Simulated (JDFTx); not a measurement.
| Property | Value |
|---|---|
| surface | Si(111) |
| bulk | Si, Fd-3m, lattice of mp-149 (not re-optimised) |
| slab | 8 atoms in 4 planes, (2×1), 4.0 Å between the outermost planes |
| in-plane cell | 7.699 × 3.849 Å, 25.66 Å² |
| cell height | 22.9 Å |
| sampling | 3×6×1 k mesh, Fermi smearing 0.003 Ha, no spin polarisation |

Both faces carry CH3 and F (1.00 monolayer in all).

Level of theory: PBE, GBRV ultrasoft potentials, plane waves to 20/100 Ha; code: JDFTx (a modified build). Each face has two sites a cell, capped by CH3 and CH3, CH3 and F, or F and F, and relaxed in vacuum within the start's symmetry. The ionisation potential is minus the Kohn-Sham valence edge against vacuum. Liquid: CANDLE, water, 2 M NaF; SHE by the 4.44 V convention. Both faces are alike, and the cell allows no reconstruction beyond its size. These are Kohn-Sham edges of the slab on its k mesh, not quasiparticle energies; surface states and confinement enter them.

```
caps              ionisation potential (eV)  valence edge in liquid (V vs SHE)
----------------  -------------------------  ---------------------------------
all CH3                                3.86                              -0.77
half CH3, half F                        ___                                ___
all F                                  6.59                               2.00
```

Question: Predict the half-covered face from the two pure ones.

Answer: 
- half CH3, half F, ionisation potential (eV): 4.86
- half CH3, half F, valence edge in liquid (V vs SHE): 0.35

The half-covered face lies -0.37 eV from the mean of the two ionisation potentials, and its valence edge in the liquid -0.26 V from the mean.
